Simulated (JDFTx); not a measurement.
Reference run:

Mg(0001) slab cut from bulk Mg (space group P6_3/mmc, indices of the conventional cell, lattice of the Materials Project entry mp-153, not re-optimised): 4 atoms in 4 planes, a 1x1 cell of 8.71 Å² (|a| = 3.172, |b| = 3.172 Å), 7.7 Å between the outermost planes, cell height 23.7 Å, 8×8×1 k mesh, Fermi smearing 0.01 Ha, no spin polarisation.

The reference is PBE, GBRV ultrasoft potentials, plane waves to 20/100 Ha; code: JDFTx (a modified build). Unrelaxed; liquid: CANDLE, water, 1 M NaF. U vs SHE = −μ/e − 4.44 V throughout (conventional absolute potential of the hydrogen electrode).

Settings tried: 3×3×1; 4×4×1; 6×6×1; 8×8×1; 12×12×1; 18×18×1.

Problem. Which is the cheapest setting from which the work function and U_pzc both stay within 0.03 (eV, V) of the last one?

Solution. 6×6×1, at roughly 0.4 of the last row's time. Over the whole series the work function spans 0.11 eV and U_pzc 0.09 V.

```tsv
k mesh	work function (eV)	U_pzc (V)	k states × plane waves	cycles, vacuum run	rough core time, vacuum run
3×3×1	3.69	-1.15	3 × 5947	20	90 s
4×4×1	3.74	-1.12	4 × 5950	19	2 min
6×6×1	3.76	-1.09	7 × 5953	20	3 min
8×8×1	3.80	-1.06	10 × 5952	19	3 min
12×12×1	3.78	-1.07	19 × 5955	19	4 min
18×18×1	3.78	-1.07	37 × 5954	19	7 min
```

Core times come from shared machines and are rough, one run each.
